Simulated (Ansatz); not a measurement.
SnSe:
```
CELL_PARAMETERS angstrom
      0.00000     3.36382     3.36382
      3.36382     0.00000     3.36382
      3.36382     3.36382     0.00000
ATOMIC_POSITIONS crystal
  Se 0.25000 0.25000 0.25000
  Sn 0.00000 0.00000 0.00000
```

Relaxed with r²SCAN.

### Question
Map the electron localisation function on the plane through (0.250, 0.250, 0.250) spanned by u = [1, 0, 0] and v = [-1, 1, 1] in lattice vectors, from r²SCAN in the plane-wave PAW code Ansatz.

### Answer
x is the fraction of u, y of v (the angle between them is 90°; rows are the nearest grid lines); atoms in the plane: Se at (0.00, 0.00), Sn at (0.50, 0.75).
```
y \ x   0.000  0.0833  0.167  0.292  0.375  0.458  0.542  0.625  0.708  0.833  0.917   1.00
------  -----  ------  -----  -----  -----  -----  -----  -----  -----  -----  -----  -----
1.00    0.101   0.425  0.792  0.579  0.213  0.158  0.158  0.213  0.579  0.792  0.425  0.101
0.912   0.691   0.776  0.782  0.411  0.307  0.336  0.336  0.307  0.410  0.782  0.776  0.691
0.853   0.781   0.763  0.636  0.314  0.329  0.281  0.281  0.328  0.314  0.636  0.763  0.781
0.765   0.463   0.348  0.257  0.340  0.167  0.002  0.002  0.168  0.340  0.257  0.348  0.463
0.706   0.127   0.107  0.214  0.377  0.241  0.013  0.014  0.241  0.377  0.214  0.107  0.127
0.618   0.014   0.028  0.145  0.406  0.373  0.370  0.370  0.373  0.406  0.145  0.028  0.014
0.529   0.004   0.007  0.026  0.139  0.237  0.284  0.284  0.237  0.139  0.026  0.007  0.004
0.471   0.004   0.005  0.009  0.034  0.061  0.080  0.080  0.061  0.034  0.009  0.005  0.004
0.382   0.014   0.012  0.010  0.011  0.015  0.018  0.018  0.015  0.011  0.010  0.012  0.014
0.294   0.127   0.108  0.065  0.017  0.009  0.008  0.008  0.009  0.017  0.065  0.108  0.127
0.235   0.463   0.422  0.306  0.079  0.019  0.007  0.007  0.019  0.079  0.307  0.422  0.463
0.147   0.781   0.767  0.719  0.429  0.120  0.019  0.019  0.120  0.429  0.719  0.767  0.781
0.0882  0.691   0.767  0.780  0.578  0.195  0.037  0.037  0.195  0.578  0.780  0.767  0.691
0.000   0.101   0.425  0.792  0.579  0.213  0.158  0.158  0.213  0.579  0.792  0.425  0.101
```

The density is the valence pseudo-density with augmentation charge, so density and ELF within about 1 Å of a nucleus are not all-electron values.

Space group F-43m (zinc blende). The start of the workflow was typed in or built on a structure type; neither database checked (COD, Materials Project) lists it. It is not the phase usual at ambient conditions (space group No. 62). Symmetry was held in the r²SCAN relaxation. At this level the phase is mechanically unstable. Scalar-relativistic: spin–orbit coupling is off unless named, which matters more the heavier the elements.

Potentials: the later of the program's two PAW sets.
